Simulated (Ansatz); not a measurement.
Hf2GeB2 in space group P-6m2 (No. 187; Hf on 2h, Ge on 1a, B on 1b, B on 1f) at seven volumes, plane-wave PAW PBE (Ansatz code), shape and atoms relaxed at each. One row is withheld.

| V (Å³/atom) | P (GPa) |
|---|---|
| 12.382 | ? |
| 12.790 | 12.10 |
| 13.199 | 5.57 |
| 13.607 | 0.00 |
| 14.015 | -4.76 |
| 14.423 | -8.80 |
| 14.831 | -12.23 |

Problem. Fit the shown pressures and predict the withheld one.

Solution. Third-order Birch–Murnaghan: P = (3/2)B₀(x^(7/2) − x^(5/2))[1 + (3/4)(B′ − 4)(x − 1)] with x = (V₀/V)^(2/3). Least squares on the six rows gives V₀ = 13.606 Å³/atom, B₀ = 171.1 GPa, B′ = 4.33. At V = 12.382, x = 1.0649 and P = 19.79 GPa. The run itself gave 19.73 GPa.

The start of the workflow was typed in or built on a structure type; neither database checked (COD, Materials Project) lists it. Its standing as an ambient phase is unchecked. Symmetry was held in the PBE relaxation; its stability against distortions is not shown here. No spin polarisation was allowed. Spin–orbit coupling is left out wherever it is not named.

Potentials: the earlier of the program's two PAW sets.
